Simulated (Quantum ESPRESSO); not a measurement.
## Calculated data, MgScAlSiN4 (made-up cell), Si3BPC3 (made-up cell)

All values are calculated (Quantum ESPRESSO 7.5). Calculation on a made-up crystal cell, not a measurement: periodic Kohn-Sham density functional theory in plane waves with PseudoDojo standard norm-conserving scalar-relativistic pseudopotentials, each functional with its own files (v0.5 for PBE, v0.4.1 for LDA and PBEsol), no spin polarisation, no spin-orbit coupling, atoms not relaxed, stress positive in tension, energies less a fixed whole-eV offset for each atom's element; levels are Kohn-Sham levels at fractions of this cell's reciprocal vectors, counted from the reference band (half the neutral cell's valence electrons, rounded up) at Gamma; error bars cover cutoff and k-mesh only, not smearing or the files; added strain carries the atoms with the cell, and shear is the tensor component; each bar is the largest change over components, and at least 0.002 eV, 0.002 eV per angstrom or 0.02 GPa; energies are for the whole cell, and the offsets were chosen from early runs and are not element reference energies.

Common to all runs: functional pbe; fermi dirac smearing 0.025 eV; scf tolerance 1e-07 eV; electrons removed 0.

```json
{"entry": 1, "formula": "MgScAlSiN4", "kind": "made-up cell", "structure": {"cell_angstrom": [[4.6663, 0.0, 0.0], [0.0, 4.6663, 0.0], [0.0, 0.0, 4.6663]], "atoms_fractional": [["Si", 0.01387, -0.00714, -0.00641], ["Sc", 0.01237, 0.50145, 0.50301], ["Mg", 0.49894, 0.00844, 0.49292], ["Al", 0.50117, 0.49002, -0.0216], ["N", 0.25003, 0.25163, 0.2529], ["N", 0.24598, 0.74312, 0.73493], ["N", 0.74104, 0.25485, 0.75439], ["N", 0.75516, 0.74622, 0.26278]]}, "given": {"lattice_type": "zincblende/diamond", "cutoff [eV]": 1143, "k_mesh": "4 x 4 x 4, shifted by half a step", "atom_site": [1, 2, 3, 4, 5, 6, 7, 8]}, "results": {"pressure [GPa]": -6.56, "stress_xx [GPa]": 6.856, "stress_yy [GPa]": 6.688, "stress_zz [GPa]": 6.136, "stress_yz [GPa]": -2.567, "stress_xz [GPa]": -1.555, "stress_xy [GPa]": -0.109, "force_site": [1, 2, 3, 4, 5, 6, 7, 8], "force_x [eV/angstrom]": [-0.8176, -1.95, 0.4914, 0.01747, -0.4013, 0.6955, 1.495, 0.4701], "force_y [eV/angstrom]": [0.2641, -1.229, -0.4844, 0.5613, -1.318, 2.496, -1.368, 1.079], "force_z [eV/angstrom]": [0.7968, -0.9052, 0.118, 1.577, -4.315, 4.559, 2.181, -4.012], "reference_band": 24, "level_k_point": ["Gamma", "(1/2,1/2,1/2)", "(0.15,0,0)", "(0,0.15,0)", "(0,0,0.15)"], "next_band_up [eV]": [1.907, 3.12, 2.319, 2.285, 2.233], "error_bar_stress [GPa]": 0.02, "error_bar_force [eV/angstrom]": 0.002, "error_bar_next_band_up [eV]": 0.002, "error_bars_from": "tighter rerun of a related cell"}}
{"entry": 2, "formula": "Si3BPC3", "kind": "made-up cell", "structure": {"cell_angstrom": [[3.0841, -0.0304, 0.0022], [-0.0527, 5.2268, 0.0113], [0.0036, 0.0106, 5.0276]], "atoms_fractional": [["Si", 0.00863, 0.00963, 0.00115], ["P", 0.50143, 0.49446, -0.03043], ["Si", 0.49145, 0.16321, 0.50903], ["Si", -0.03641, 0.65349, 0.48496], ["C", 0.00626, -0.00531, 0.36135], ["C", 0.51931, 0.50943, 0.39755], ["C", 0.49823, 0.17046, 0.8867], ["B", 0.01535, 0.65149, 0.88492]]}, "given": {"lattice_type": "wurtzite", "cutoff [eV]": 1116, "k_mesh": "6 x 4 x 4, shifted by half a step", "atom_site": [1, 2, 3, 4, 5, 6, 7, 8], "atom_energy_offset [eV]": [-115, -189, -115, -115, -163, -163, -163, -79]}, "results": {"free_energy_less_offsets [eV]": -2.565, "smearing_term_minus_ts [eV]": 0.0, "scf_iterations": 11, "pressure [GPa]": 20.93, "stress_xx [GPa]": -24.89, "stress_yy [GPa]": -22.74, "stress_zz [GPa]": -15.16, "stress_yz [GPa]": -0.07329, "stress_xz [GPa]": -3.813, "stress_xy [GPa]": -11.91, "force_site": [1, 2, 3, 4, 5, 6, 7, 8], "force_x [eV/angstrom]": [-0.9479, 1.077, 0.8053, 6.901, -0.8382, -6.68, 0.8798, -1.197], "force_y [eV/angstrom]": [-1.306, 0.01419, -0.2447, 3.771, 1.053, -4.447, -0.2789, 1.438], "force_z [eV/angstrom]": [0.1505, 3.699, -1.459, 1.984, 2.482, -4.254, -1.194, -1.408], "reference_band": 16, "level_k_point": ["Gamma", "(1/2,1/2,1/2)", "(0.15,0,0)", "(0,0.15,0)", "(0,0,0.15)"], "next_band_up [eV]": [1.115, 0.949, 2.392, 1.217, 1.201], "error_bar_energy [eV]": 0.004219, "error_bar_stress [GPa]": 0.1559, "error_bar_force [eV/angstrom]": 0.008654, "error_bar_next_band_up [eV]": 0.002, "error_bars_from": "tighter rerun of a related cell"}}
{"entry": 3, "formula": "Si3BPC3", "kind": "made-up cell", "structure": {"cell_angstrom": [[3.0841, -0.0304, 0.0022], [-0.0527, 5.2268, 0.0113], [0.0036, 0.0106, 5.0276]], "atoms_fractional": [["Si", 0.00863, 0.00963, 0.00115], ["P", 0.50142, 0.49444, -0.01891], ["Si", 0.49145, 0.16321, 0.50903], ["Si", -0.03641, 0.65349, 0.48496], ["C", 0.00626, -0.00531, 0.36135], ["C", 0.51931, 0.50943, 0.39755], ["C", 0.49823, 0.17046, 0.8867], ["B", 0.01535, 0.65149, 0.88492]]}, "given": {"lattice_type": "wurtzite", "cutoff [eV]": 1116, "k_mesh": "6 x 4 x 4, shifted by half a step", "atom_site": [1, 2, 3, 4, 5, 6, 7, 8], "atom_energy_offset [eV]": [-115, -189, -115, -115, -163, -163, -163, -79]}, "results": {"free_energy_less_offsets [eV]": -2.76, "smearing_term_minus_ts [eV]": 0.0, "scf_iterations": 11, "pressure [GPa]": 20.28, "stress_xx [GPa]": -24.2, "stress_yy [GPa]": -22.06, "stress_zz [GPa]": -14.59, "stress_yz [GPa]": 0.09514, "stress_xz [GPa]": -3.889, "stress_xy [GPa]": -12.02, "force_site": [1, 2, 3, 4, 5, 6, 7, 8], "force_x [eV/angstrom]": [-0.9507, 1.025, 0.8035, 6.914, -0.8376, -6.695, 0.8862, -1.145], "force_y [eV/angstrom]": [-1.348, 0.05104, -0.2621, 3.821, 1.064, -4.472, -0.06624, 1.212], "force_z [eV/angstrom]": [0.04837, 2.988, -1.241, 2.297, 2.512, -4.385, -1.016, -1.203], "reference_band": 16, "level_k_point": ["Gamma", "(1/2,1/2,1/2)", "(0.15,0,0)", "(0,0.15,0)", "(0,0,0.15)"], "next_band_up [eV]": [1.232, 1.308, 2.437, 1.336, 1.329], "error_bar_energy [eV]": 0.004219, "error_bar_stress [GPa]": 0.1559, "error_bar_force [eV/angstrom]": 0.008654, "error_bar_next_band_up [eV]": 0.002, "error_bars_from": "tighter rerun of a related cell"}}
```
